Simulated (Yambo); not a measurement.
Yambo run on K2PtBr4 (space group P4/mmm, No. 123). The wavefunctions come from this Quantum ESPRESSO step (PBEsol, PseudoDojo standard norm-conserving files, scalar-relativistic):

```
&CONTROL
  calculation = 'nscf'
  pseudo_dir = './pseudo'
  outdir = './out'
/
&SYSTEM
  ibrav = 0
  nat = 7
  ntyp = 3
  ecutwfc = 84.0
  ecutrho = 336.0
  occupations = 'fixed'
  force_symmorphic = .true.
  nbnd = 337
/
&ELECTRONS
  conv_thr = 7.000000000000001e-09
  diago_full_acc = .true.
  diago_thr_init = 1e-08
/
ATOMIC_SPECIES
K 39.0983 K.upf
Br 79.9040 Br.upf
Pt 195.0840 Pt.upf
CELL_PARAMETERS angstrom
  7.405510000000   0.000000000000   0.000000000000
  0.000000000000   7.405510000000   0.000000000000
  0.000000000000   0.000000000000   4.365230000000
ATOMIC_POSITIONS crystal
K   0.000000000000   0.500000000000   0.500000000000
K   0.500000000000   0.000000000000   0.500000000000
Br   0.765730000000   0.765730000000   0.000000000000
Br   0.234270000000   0.234270000000   0.000000000000
Br   0.234270000000   0.765730000000   0.000000000000
Br   0.765730000000   0.234270000000   0.000000000000
Pt   0.000000000000   0.000000000000   0.000000000000
K_POINTS automatic
2 2 2 0 0 0
```

Yambo input:

```
rim_cut
gw0
dyson
el_el_corr
HF_and_locXC
ppa
em1d
RandQpts= 1000000
RandGvec= 1 Ry
EXXRLvcs= 84 Ry
VXCRLvcs= 336 Ry
Chimod= "HARTREE"
% BndsRnXp
 5 | 336 |
%
NGsBlkXp= 7 Ry
% LongDrXp
 1.0 | 1.0 | 1.0 |
%
PPAPntXp= 27.2114 eV
% GbndRnge
 1 | 336 |
%
GTermKind= "BG"
DysSolver= "n"
ExtendOut
% QPkrange
 1 | 1 | 32 | 33 |
 3 | 3 | 32 | 33 |
 4 | 4 | 32 | 33 |
 5 | 5 | 32 | 33 |
 6 | 6 | 32 | 33 |
%
```

k points by index: 1 = Γ, 3 = X, 4 = R, 5 = M, 6 = A.

The o-*.qp file then holds:

```
#    K-point    Band    Eo [eV]    E [eV]    E-Eo [eV]    Vxc [eV]    Vnlxc [eV]    Sc|Eo [eV]    Sc|E [eV]    dSc/dw|Eo [eV]    Re(Z)    Im(Z)
#
    1    32    -0.079443    -1.152165    -1.072722    -17.70476    -22.02525    2.984348    3.247769    -6.681181    0.802869    -0.001484
    1    33    2.431841    3.746618    1.314777    -17.46361    -13.19090    -2.646951    -2.957936    -6.435491    0.808729    -0.002133
    3    32    0.000000    -1.076970    -1.076970    -17.69663    -21.98182    2.944893    3.208222    -6.652564    0.803548    -0.001455
    3    33    2.037005    3.289079    1.252074    -16.92555    -12.81358    -2.573594    -2.859893    -6.221670    0.813904    -0.001383
    4    32    -0.166270    -1.128072    -0.961802    -19.14312    -23.59101    3.242273    3.486089    -6.896858    0.797792    -0.001627
    4    33    2.113576    3.383175    1.269599    -17.09282    -12.95426    -2.576736    -2.868962    -6.262803    0.812904    -0.001399
    5    32    -0.035669    -1.118406    -1.082737    -17.66335    -21.96682    2.955619    3.220732    -6.661951    0.803325    -0.001472
    5    33    1.384084    2.498015    1.113932    -15.56180    -11.71039    -2.497628    -2.737485    -5.858845    0.822834    -0.001241
    6    32    -0.160894    -1.123229    -0.962334    -19.13339    -23.57538    3.235786    3.479656    -6.894580    0.797845    -0.001623
    6    33    1.559010    2.748377    1.189367    -16.22319    -12.25301    -2.518290    -2.780813    -6.005795    0.819194    -0.001251
```
(The two width columns are left out.) Convergence of these settings isn't established.

Spin-orbit coupling is not included.

Geometry of the Materials Project entry, not relaxed at this level.

The structure is a Materials Project entry; no match was found in the copy of COD used, and its stability was not checked.
